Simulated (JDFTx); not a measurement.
```json
{
  "surface": "TiAl(111), Al outermost, slab composition Ti5Al6",
  "bulk": "TiAl, P4/mmm, lattice of mp-1953 (not re-optimised)",
  "slab": "11 atoms in 11 planes, 1x1, 8.8 Å between the outermost planes",
  "in-plane cell": "3.975 × 4.943 Å, 17.99 Å²",
  "cell_height": "24.9 Å",
  "sampling": "6×6×1 k mesh, Fermi smearing 0.01 Ha, no spin polarisation"
}
```

Whether this polymorph is the ambient one wasn't checked. Neither spin polarisation nor a larger cell was tried.

Level of theory: PBE, GBRV ultrasoft potentials, plane waves to 20/100 Ha; code: JDFTx (a modified build). Liquid: SCCS (g09 parameters), water, 2 M NaF. The neutral cell holds 78 valence electrons and has two faces of 17.991 Å² each. Last filling lines of the neutral and of a charged run (μ in hartree, zero in the bulk liquid):

```
FillingsUpdate:  mu: -0.158934805  nElectrons: 78.000000
FillingsUpdate:  mu: -0.152142000  nElectrons: 78.050575
```

Working it through: both potentials, by the convention U = −μ/e − 4.44 V vs SHE, the surface charge density and the mean capacitance.

U_pzc = 0.15893 × 27.2114 − 4.44 = -0.12 V; U = 0.15214 × 27.2114 − 4.44 = -0.30 V. The cell has 0.0506 excess electrons, a net charge of -0.0506 e, shared by two faces: σ = -0.0506 e / (2 × 17.991 Å²) = -0.00141 e/Å² = -2.3 μC/cm² (1 e/Å² = 1602.18 μC/cm²). C = σ/(U − U_pzc) = -2.3/-0.18 ≈ 12 μF/cm².
